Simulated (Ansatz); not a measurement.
## Is this BiAs structure stable?

The structure comes from a generated guess, relaxed at this level; another structure or a mixture of phases may lie lower.

All numbers below come from Ansatz 0.2.0, DFT PBE, scalar-relativistic, plane waves, PAW. Cutoff 420 eV, Γ-centred 16×16×16 mesh (2-atom cell), Gaussian smearing of 0.10 eV, no spin polarisation.

```cif
data_structure
_symmetry_space_group_name_H-M 'Fm-3m'
_symmetry_Int_Tables_number 225
_cell_length_a 6.0332
_cell_length_b 6.0332
_cell_length_c 6.0332
_cell_angle_alpha 90.000
_cell_angle_beta 90.000
_cell_angle_gamma 90.000
_cell_volume 219.60
loop_
_atom_site_label
_atom_site_type_symbol
_atom_site_symmetry_multiplicity
_atom_site_Wyckoff_symbol
_atom_site_fract_x
_atom_site_fract_y
_atom_site_fract_z
_atom_site_occupancy
Bi1 Bi 4 b 0.50000 0.00000 0.00000 1
As1 As 4 a 0.00000 0.00000 0.00000 1
```

Formation energies are uncorrected and refer to the elements' standard structures at the same level.

Problem. These tests were run: energy against the elements; phonons at Γ. What do they show?

Solution.

```csv
test,result
energy against the elements,+0.02 eV/atom
phonons at Γ,imaginary modes down to 114i cm⁻¹
```

It fails one test: phonons at Γ. So it isn't even a local minimum. Undecided within the accuracy: energy against the elements.

Spin–orbit coupling, which can matter for Bi, is left out. The reference form of As is held partly by dispersion forces, which this level lacks. The run for the phonons used a 16×16×16 k mesh and Fermi–Dirac smearing of 0.15 eV.
